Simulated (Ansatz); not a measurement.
# AsAu3: levels along high-symmetry lines

```xyz
4
Lattice="0.0000 3.3345 3.3345 3.3345 0.0000 3.3345 3.3345 3.3345 0.0000" Properties=species:S:1:pos:R:3 pbc="T T T"
As    0.0000    0.0000    0.0000
Au    3.3345    3.3345    3.3345
Au    1.6673    1.6673    1.6673
Au    5.0018    5.0018    5.0018
```

Atoms are numbered in the order listed.

The structure comes from a relaxation in the same program, started in the D03 type, and has space group Fm-3m. Whether it is a known phase or the ground state wasn't checked.

Spin–orbit coupling is left out, though it moves levels of the heavy atoms by tenths of an eV or more.

Computed with DFT, PBE, all-electron LAPW, scalar-relativistic (Ansatz 0.2.0).

The runs use a Γ-centred 9×9×9 k mesh, Fermi–Dirac smearing of 0.03 eV, basis error target 1 meV/atom, no spin polarisation.

Points in fractions of the reciprocal vectors of this cell: Γ (0, 0, 0), X (0.5, 0, 0.5), U (0.625, 0.25, 0.625), K (0.375, 0.375, 0.75), L (0.5, 0.5, 0.5), W (0.5, 0.25, 0.75). The path joins them by straight lines in the order Γ–X–U–K–Γ–L–W–X; legs that retrace an earlier one aren't tabulated. Energies are in eV from the Fermi level.

**Question.** Is there a gap?

**Answer.** none: bands cross the Fermi level, a metal.

**Question.** List the levels between -20 and 10 eV at the symmetry points.

**Answer.** 
Γ: -12.62, -6.10 (×3), -5.99 (×2), -5.00 (×3), -4.61, -3.23 (×3), -3.07 (×2), -3.05 (×2), 0.36 (×3), 2.15, 4.10 (×3), 6.07 (×3), 6.34
X: -11.61, -7.24, -6.29, -6.10, -5.41 (×2), -5.07, -4.86 (×2), -4.07, -3.76, -3.69, -3.37, -3.08, -3.06 (×2), -2.71, -2.71 (×2), -0.63, 1.00, 4.04, 6.36 (×2), 9.22, 9.38 (×2), 9.84
U: -11.60, -6.93, -6.61, -6.02, -5.48, -5.46, -5.13, -4.78, -4.65, -4.38, -4.07, -4.06, -3.55, -3.51, -3.18, -2.82, -2.70, -2.51, -1.82, -0.15, 2.64, 3.56, 4.61, 5.52, 8.35, 8.70, 9.85
K: -11.60, -6.93, -6.61, -6.02, -5.48, -5.46, -5.13, -4.78, -4.65, -4.38, -4.07, -4.06, -3.55, -3.51, -3.18, -2.82, -2.70, -2.51, -1.82, -0.15, 2.64, 3.56, 4.61, 5.52, 8.35, 8.70, 9.85
L: -11.74, -7.62, -6.07 (×2), -5.56, -5.40 (×2), -4.65 (×2), -4.31 (×2), -4.18, -3.21 (×2), -3.08 (×2), -2.75, -2.12, 0.43 (×2), 2.15, 3.01 (×2), 4.78, 7.43, 9.05 (×2), 9.88 (×2)
W: -11.58, -6.77 (×2), -6.05, -5.30, -5.26, -4.89 (×2), -4.69 (×2), -4.33, -4.02, -3.54, -3.20 (×2), -3.16, -2.65 (×2), -2.47, 2.17, 2.38, 3.01 (×2), 7.11 (×2), 9.35, 9.82, 9.89
